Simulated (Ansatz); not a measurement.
Crystals of one structure type (rock salt), relaxed and computed with DFT-HSE06 in the program Ansatz with PAW potentials.

```csv
crystal,a (Å),gap (eV),B₀ by P(V) fit (GPa)
LiF,4.011,11.52,73.5
NaF,4.638,8.46,49.3
KF,___,___,___
KCl,6.345,6.41,17.2
KBr,6.666,5.52,14.2
KI,7.144,4.88,11.1
```

Q: What belongs in the gaps?

A: 
- KF, a (Å): 5.369
- KF, gap (eV): 8.10
- KF, B₀ by P(V) fit (GPa): 31.6

All cells were relaxed under the symmetry of their starts (and spin orders); stability against distortions was not tested throughout. Scalar-relativistic: spin–orbit coupling is off unless named, which matters more the heavier the elements.

Potentials: the later of the program's two PAW sets.
